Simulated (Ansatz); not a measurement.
# BaCdBrF: relaxation (Ansatz)

Run with:

```bash
ansatz run input.yaml --threads 2 --pin off --max-ram 2560MiB --backend cpu --events-out ev --progress --plain --runs-dir out
```

The input file (Ansatz 0.2.0, plane waves):

```yaml
crystal:
  lattice:
    - [4.628404, 0.0, 0.0]
    - [0.0, 4.628404, 0.0]
    - [0.0, 0.0, 9.844656]
  atoms:
    - { symbol: Ba, position: [0.25, 0.25, 0.35865] }
    - { symbol: Ba, position: [0.75, 0.75, 0.64135] }
    - { symbol: Cd, position: [0.25, 0.75, 0.0] }
    - { symbol: Cd, position: [0.75, 0.25, 0.0] }
    - { symbol: Br, position: [0.25, 0.25, 0.81486] }
    - { symbol: Br, position: [0.75, 0.75, 0.18514] }
    - { symbol: F, position: [0.25, 0.75, 0.5] }
    - { symbol: F, position: [0.75, 0.25, 0.5] }
  symmetry: { tolerance: 0.0003 }
kpoints:
  mp_grid: { grid: [7, 7, 4], shift: [0, 0, 0] }
magnetization:
  spin_polarized: false
scf:
  occupations: { method: fermi_dirac }
  lower_state_search: "off"
hamiltonian:
  pseudopotentials: { kind: paw }
  xc: pbe
basis:
  ecutwfc: 420
  fft_grid_basis: typed
relax:
  max_steps: 80
output:
  forces: true
  stress: true
  eigenvalues: true
  bader: true
  populations: true
  elf: true
  write_potential: true
  volumetric_format: npy
  dos:
    e_range: [-12, 8]
    de: 0.05
    projected: { site_lists: { Ba: [Ba], Br: [Br], Cd: [Cd], F: [F] } }
  write_density: true
checkpoint:
  read: saved_state
```

Origin of the cell: a known structure type with other elements, at an estimated volume, so it need not be a known compound.

The smearing width isn't typed, so it takes its default of 0.1 eV.

The saved state is a converged single point of the same cell.

Steps:

```
step  ΔF (meV/atom)  max force component (eV/Å)  SCF iterations  step was
   1            0.0                       2.899               9  accepted
   2         -130.0                       2.300               8  accepted
   3         -226.4                       1.574               7  accepted
   4         -286.3                       0.865               6  accepted
   5         -313.1                       0.223               6  accepted
   6         -314.9                       0.017               7  accepted
   7         -314.9                       0.016               8  accepted
   8         -314.9                       0.000               7  accepted
```

Before:

Space group P4/nmm (No. 129); the run's cell has a = 4.628 Å, b = 4.628 Å, c = 9.845 Å, α = 90.00°, β = 90.00°, γ = 90.00°. Shortest distances: Ba–F 2.70 Å, Br–Cd 2.95 Å, Cd–Cd 3.27 Å, F–F 3.27 Å.

The relaxed structure.

Space group P4/nmm (No. 129); the run's cell has a = 4.628 Å, b = 4.628 Å, c = 9.845 Å, α = 90.00°, β = 90.00°, γ = 90.00°. Shortest distances: Ba–F 2.66 Å, Br–F 3.23 Å, Cd–Cd 3.27 Å, F–F 3.27 Å, Ba–Br 3.41 Å, Br–Cd 3.53 Å.

```
CELL_PARAMETERS angstrom
4.62840 0.00000 0.00000
0.00000 4.62840 0.00000
0.00000 0.00000 9.84466
ATOMIC_POSITIONS crystal
Ba 0.25000 0.25000 0.36668
Ba 0.75000 0.75000 0.63332
Cd 0.25000 0.75000 0.00000
Cd 0.75000 0.25000 0.00000
Br 0.25000 0.25000 0.72921
Br 0.75000 0.75000 0.27079
F 0.25000 0.75000 0.50000
F 0.75000 0.25000 0.50000
```

```
Free energy lowered by  : 314.9 meV/atom
Final pressure          : 1.60 GPa
Relaxation steps listed : 8
Gap on the mesh         : none (metal)
```

Caveats: no spin, though holes on the anions or broken bonds may carry moments; the SCF threshold is looser than advised for a stress; the relaxation held the start's symmetry, so the end may be a saddle point.

Time: 110 s of wall time on 2 CPU thread(s) of a shared host, from a saved density.
